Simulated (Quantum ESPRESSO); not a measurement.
## Band energies of CsSnI₃

```
CsSnI3
1.0
    6.28623     0.00000     0.00000
    0.00000     6.28623     0.00000
    0.00000     0.00000     6.28623
Sn I Cs
1 3 1
Direct
  0.00000   0.00000   0.00000
  0.50000   0.00000   0.00000
  0.00000   0.50000   0.00000
  0.00000   0.00000   0.50000
  0.50000   0.50000   0.50000
```

LDA (pw.x of Quantum ESPRESSO, ONCV potentials, no spin-orbit coupling); path ΓXMΓRX,MR; energies in eV from the valence-band maximum.

```
k (1/Å)  point  band 18  band 19  band 20  band 21  band 22  band 23  band 24  band 25
-------  -----  -------  -------  -------  -------  -------  -------  -------  -------
0.00         Γ    -1.97    -1.97    -1.84    -1.84    -1.84     2.14     3.25     3.25
0.25              -2.08    -2.06    -1.90    -1.90    -1.87     2.72     2.89     3.57
0.50         X    -2.21    -2.13    -1.95    -1.95    -1.38     1.20     3.68     3.92
0.75              -2.24    -2.11    -2.01    -1.68    -1.23     1.06     2.65     3.96
1.00         M    -2.27    -2.27    -2.20    -1.42    -0.69     0.89     0.89     3.98
1.18              -2.23    -2.20    -2.05    -1.54    -1.26     1.47     1.62     3.91
1.35              -2.13    -2.03    -1.98    -1.82    -1.71     2.68     2.82     3.17
1.53              -2.02    -1.96    -1.91    -1.89    -1.82     2.44     3.44     3.44
1.71         Γ    -1.97    -1.97    -1.84    -1.84    -1.84     2.14     3.25     3.25
1.88              -2.08    -1.96    -1.93    -1.83    -1.83     2.42     3.43     3.43
2.05              -2.35    -2.08    -1.80    -1.77    -1.77     2.94     3.09     3.09
2.23              -2.61    -1.69    -1.66    -1.66    -1.62     1.97     1.97     2.27
2.40              -2.50    -1.52    -1.52    -1.47    -0.82     0.95     0.95     1.28
2.57         R    -2.19    -1.41    -1.41    -1.41     0.00     0.44     0.44     0.44
2.71              -2.31    -1.50    -1.50    -1.44    -0.57     0.54     0.91     1.17
2.85              -2.48    -1.72    -1.66    -1.54    -1.03     0.77     1.88     2.12
3.00              -2.30    -1.95    -1.80    -1.71    -1.25     1.00     2.95     3.04
3.14              -2.13    -2.06    -1.92    -1.91    -1.35     1.15     3.74     3.78
3.28         X    -2.21    -2.13    -1.95    -1.95    -1.38     1.20     3.68     3.92
3.28         M    -2.27    -2.27    -2.20    -1.42    -0.69     0.89     0.89     3.98
3.45              -2.20    -1.93    -1.93    -1.42    -0.65     0.79     0.79     3.12
3.61              -2.19    -1.57    -1.57    -1.41    -0.48     0.57     0.57     1.63
3.78         R    -2.19    -1.41    -1.41    -1.41     0.00     0.44     0.44     0.44
```

The LDA gap is direct, 0.44 eV at R.

Without spin-orbit coupling, band edges of such heavy elements can be off by tenths of an eV. The cell is held in this high symmetry; tilts and polar distortions were not searched.

Geometry of the Materials Project entry, not relaxed at this level.
